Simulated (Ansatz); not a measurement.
# Two-dimensional CrI$_{3}$, first-principles data

CrI₃:
```
CrI3
1.0
    6.92925     0.00000     0.00000
   -3.46462     6.00091     0.00000
    0.00000     0.00000    33.00000
Cr I
2 6
Direct
  0.33333   0.66667   0.50000
  0.66667   0.33333   0.50000
  0.35446   0.00000   0.45250
  0.64554   0.00000   0.54750
  0.64554   0.64554   0.45250
  0.00000   0.64554   0.54750
  0.35446   0.35446   0.54750
  0.00000   0.35446   0.45250
```
The run is spin-polarised; directions of the spins, atom by atom: ↑ ↑ 0 0 0 0 0 0.
Free-standing layer in the xy plane with vacuum along z and no interaction between images.

Method: plane-wave PAW r²SCAN+D4 (Ansatz code). Lattice and atoms are relaxed at this level; other levels are named.

**Structure**

| Property | Value |
|---|---|
| In-plane lattice | a = 6.929 Å |
| Distance between the outermost nuclei | 3.14 Å |
| Exfoliation energy from the relaxed bulk parent | 11 meV/Å² |

**Electronic structure**

| Item | Result |
|---|---|
| Band gap | 1.51 eV (direct) |
| Valence-band maximum | at Γ |
| Conduction-band minimum | at Γ |
| Ionisation potential (Kohn–Sham) | 6.11 eV |
| Electron affinity (Kohn–Sham) | 4.60 eV |
| Hole effective mass, in the valley at Γ | band 1: 3.4 mₑ; band 2: 0.39 mₑ |

**Magnetism**

| Property | Result |
|---|---|
| Magnetic order | ferromagnetic |
| Net moment | 0.75 μB per atom |

**Charges**

| Quantity | Value |
|---|---|
| Bader charges | Cr +1.24, I -0.41 e |

Space group P-31m (honeycomb of octahedra). A layer that has been made, often on a substrate. The r²SCAN+D4 relaxation kept the symmetry of its start; whether a distortion lowers the energy is not shown. The final state is ferromagnetic, chosen from 4 collinear starts compared on coarse meshes (ties went to the first, and starts can fall back to one state), not a proven ground state. Other orbital occupations within this spin state were not tried. No Hubbard U is applied. Point labels and valley counts follow the cell and symmetry of the run, lower than the named group. Scalar-relativistic: spin–orbit coupling is off unless named, which matters more the heavier the elements.

Potentials: the later of the program's two PAW sets.
